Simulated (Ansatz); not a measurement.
Task: Name crystals whose computed values (r²SCAN (plane waves, PAW; program Ansatz)) fall in these windows: gap (eV) 0.14 to 0.18; HSE06 gap (eV) 0.44 to 0.62.

Result: 

| crystal | gap (eV) | HSE06 gap (eV) |
|---|---|---|
| Si2Mo, P6_222 (Si on 6j, Mo on 3d) | 0.16 | 0.54 |
Others may fit too.

Not the usual ambient phase: Si2Mo, P6_222 (Si on 6j, Mo on 3d). The cell was relaxed under the symmetry of its start. Rows with no word on spin ran without spin polarisation. Scalar-relativistic: spin–orbit coupling is off unless named, which matters more the heavier the elements.

Potentials: the later of the program's two PAW sets.
